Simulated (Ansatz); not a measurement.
K4Br2O in space group I4/mmm (No. 139; K on 4e, K on 4c, Br on 4e, O on 2a), plane-wave PAW r²SCAN (Ansatz code), all energies at zero smearing, with the estimated change up to a 700 eV cutoff added, with one set of potentials and settings (totals compare only within such a set). Cell of 7 atoms (4 K, 2 Br, 1 O): -12333.145 eV.

```
element                            reference phase  E (eV/atom)
-------  -----------------------------------------  -----------
K                       Im-3m, 1 atoms in the cell   -1542.4813
Br                       Cmce, 4 atoms in the cell   -2792.8603
O        C2/m, 4 atoms in the cell, spin-polarised    -566.0281
```

Formation energy per atom, worked out: (-12333.145 − 4×(-1542.4813) − 2×(-2792.8603) − 1×(-566.0281))/7 = -1.639 eV/atom (-158 kJ per mol of atoms), at 0 K, without zero-point energy or fitted corrections.

The first step of the workflow began from a Materials Project structure, measured or hypothetical; the Crystallography Open Database files this formula in space group No. 139, but the cells were not matched. Whether it is the stable phase at ambient conditions was not checked. The r²SCAN relaxation kept the symmetry of its start; whether a distortion lowers the energy is not shown. The references are the lowest solids computed at this level, not always the standard phases (solids in place of the gases).

Potentials: the later of the program's two PAW sets.
